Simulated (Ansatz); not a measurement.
SiC:
```
SiC
1.0
    0.00000     2.17839     2.17839
    2.17839     0.00000     2.17839
    2.17839     2.17839     0.00000
C Si
1 1
Cartesian
  3.26759   3.26759   3.26759
  0.00000   0.00000   0.00000
```

Relaxed with PBEsol.

### Question
Which orbitals make up the states near the band edges in DFT-PBEsol in the program Ansatz with PAW potentials?

### Answer
Top 1 eV of the valence band: C 2p 82 %, Si 3p 14 %. Bottom 1 eV of the conduction band: Si 3p 49 %, C 2s 28 %, C 2p 6 %, outside the projected shells 16 %. Projections are on Löwdin-orthogonalised atomic valence shells; empty p or d shells of many metals are not among them.

### Question
Tabulate the density of states.

### Answer
States/eV per cell of 2 atoms, in 0.25 eV bins, energy from the valence-band maximum.

```csv
E (eV),total,C 2p,Si 3p,Si 3s
-7.85,0.34,0.16,0.09,0.07
-7.60,0.56,0.28,0.12,0.14
-7.35,1.05,0.53,0.16,0.31
-7.10,1.21,0.60,0.17,0.36
-6.85,0.65,0.31,0.12,0.14
-6.60,0.48,0.23,0.09,0.09
-6.35,0.40,0.19,0.08,0.07
-6.10,0.35,0.16,0.07,0.05
-5.85,0.31,0.15,0.06,0.04
-5.60,0.37,0.19,0.09,0.04
-5.35,0.58,0.31,0.18,0.04
-5.10,0.73,0.40,0.23,0.05
-4.85,0.68,0.37,0.20,0.05
-4.60,0.67,0.37,0.20,0.05
-4.35,0.70,0.39,0.21,0.05
-4.10,0.73,0.42,0.22,0.05
-3.85,0.78,0.46,0.24,0.05
-3.60,0.85,0.50,0.26,0.05
-3.35,0.98,0.59,0.30,0.04
-3.10,1.13,0.70,0.35,0.04
-2.85,1.11,0.70,0.33,0.04
-2.60,1.07,0.70,0.31,0.03
-2.35,1.06,0.71,0.29,0.03
-2.10,1.05,0.72,0.27,0.02
-1.85,1.04,0.74,0.26,0.02
-1.60,1.03,0.75,0.24,0.01
-1.35,1.03,0.77,0.22,0.01
-1.10,0.95,0.74,0.18,0.01
-0.85,0.66,0.53,0.11,0.01
-0.60,0.51,0.42,0.07,0.00
-0.35,0.38,0.33,0.04,0.00
-0.10,0.17,0.15,0.01,0.00
0.15,0.00,0.00,0.00,0.00
0.40,0.00,0.00,0.00,0.00
0.65,0.00,0.00,0.00,0.00
0.90,0.00,0.00,0.00,0.00
1.15,0.00,0.00,0.00,0.00
1.40,0.02,0.00,0.01,0.00
1.65,0.06,0.00,0.03,0.00
1.90,0.08,0.00,0.04,0.00
2.15,0.11,0.01,0.05,0.00
2.40,0.14,0.01,0.07,0.00
2.65,0.18,0.02,0.08,0.01
2.90,0.21,0.03,0.10,0.01
3.15,0.25,0.04,0.11,0.01
3.40,0.29,0.04,0.13,0.01
3.65,0.33,0.06,0.15,0.02
3.90,0.38,0.07,0.16,0.02
4.15,0.43,0.08,0.19,0.02
4.40,0.54,0.11,0.22,0.04
4.65,0.67,0.15,0.26,0.05
4.90,1.00,0.26,0.37,0.07
5.15,0.77,0.17,0.29,0.08
5.40,0.80,0.15,0.29,0.11
5.65,0.92,0.13,0.30,0.17
5.90,0.65,0.10,0.22,0.12
```

Space group F-43m (zinc blende). The PBEsol relaxation kept the symmetry of its start.

Potentials: the later of the program's two PAW sets.
